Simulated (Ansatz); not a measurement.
CdO (rock salt)

```yaml
crystal:
  lattice:
    - [0.00000, 2.34515, 2.34515]
    - [2.34515, 0.00000, 2.34515]
    - [2.34515, 2.34515, 0.00000]
  atoms:
    - { symbol: O, position: [0.00000, 0.00000, 0.00000] }
    - { symbol: Cd, position: [0.50000, 0.50000, 0.50000] }
```

The slice is a {110} plane (indices of the conventional cell) through the point (0.500, 0.500, 0.500) (fractional), spanned by u = [100] and v = [1 -1 -1] in vectors of this cell: u (3.32 Å) and v (4.69 Å, at 90° to u). It covers one period; positions are fractions (u, v).

Method: PBEsol (plane waves to 420 eV, PAW, scalar-relativistic; Ansatz, an electronic-structure program). k mesh 12×12×12. These are valence fields of a PAW run, semicore shells included where kept as valence: close to a nucleus they are smooth pseudo fields. CdO was relaxed with its symmetry unable to fall.

### Question
What is the valence density on the shortest O–Cd line in this plane (2.35 Å), at its minimum between the atoms?

### Answer
0.36 e/Å³.

### Question
What is the ELF at the density minimum of the shortest O–Cd line in this plane (2.35 Å)?

### Answer
0.1.

### Question
Predict the map of the electron localisation function (ELF) on the slice.

### Answer
```
|xxxxxx++==::..        ..::==++xxxx|
|xxxx**++--..            ..--++**xx|
|**++++==::..            ..::==++++|
|====--::..                ..::--==|
|........                    ......|
|                                  |
|------::..                ..::----|
|%%%%##**==::            ::==**##%%|
|@@@@@@%%**--..        ..--**%%@@@@|
|xxxx@@@@%%++::        ::++%%@@@@xx|
|xxxxxx@@@@++::        ::++@@@@xxxx|
|xxxxxx@@@@**::        ::**@@@@xxxx|
|xxxxxx@@@@++::        ::++@@@@xxxx|
|xxxx@@@@%%++::        ::++%%@@@@xx|
|@@@@@@%%**--..        ..--**%%@@@@|
|%%%%##**==::            ::==**##%%|
|------::..                ..::----|
|                                  |
|........                    ......|
|====--::..                ..::--==|
|**++++==::..            ..::==++++|
|xxxx**++--..            ..--++**xx|
|xxxxxx++==::..        ..::==++xxxx|
|xxxxxx**==::..        ..::==**xxxx|
```
Scale: ten equal steps from 0.04 (start of ' ') to 0.82 (end of '@'), in the order ' .:-=+*#%@'. Values: electron localisation function (ELF). The map has 17 points along u (two characters each, u = 0 at the left) and 24 along v (v = 0 in the bottom row). Points within 0.5 Å of a nucleus are blanked (x), as the pseudised field means little there.
